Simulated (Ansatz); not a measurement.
Given:

Relaxed AlNi (CsCl type):

```
CELL_PARAMETERS angstrom
      2.89266     0.00000     0.00000
      0.00000     2.89266     0.00000
      0.00000     0.00000     2.89266
ATOMIC_POSITIONS crystal
  Al 0.00000 0.00000 0.00000
  Ni 0.50000 0.50000 0.50000
```

In this cell atom 2 (Ni, nearest neighbour Al at 2.505 Å; its periodic images, 2.9 Å or more away, move with it) is moved by s along Cartesian [110], unit vector (0.707, 0.707, 0.000); all other atoms and the cell stay fixed.

These are PBE (plane waves to 420 eV, PAW, scalar-relativistic; Ansatz, a quantum-chemistry and plane-wave program) values and carry that method's errors. k mesh 13×13×13 (Γ-centred), Fermi-Dirac smearing 0.05 eV. Energies are smeared free energies. With partly filled bands, energies and forces of such displacements shift with the k mesh and the smearing. AlNi is run without spin polarisation. AlNi was relaxed with its symmetry unable to fall. The PAW data are Ansatz's earlier set. The zero of ΔE is the undisplaced structure.

The scan covers s from -0.750 to 0.750 Å in 11 points.

Problem. Is the energy the same for equal positive and negative displacements?

Solution. Even: the same for both signs. With its periodic images moving along, the atom's site symmetry in this cell is m-3m.

Problem. What is the energy change at s = 0.750 Å?

Solution. 2302 meV/cell.

Problem. What force acts on the atom along the line at s = -0.750 Å?

Solution. 7.84 eV/Å.

Problem. What is the force constant k = d²E/ds² of this move at s = 0?

Solution. 5.66 eV/Å².

(For displaced atoms, the force is minus the slope of the energy, and its curvature is a force constant, which sets phonon frequencies.)
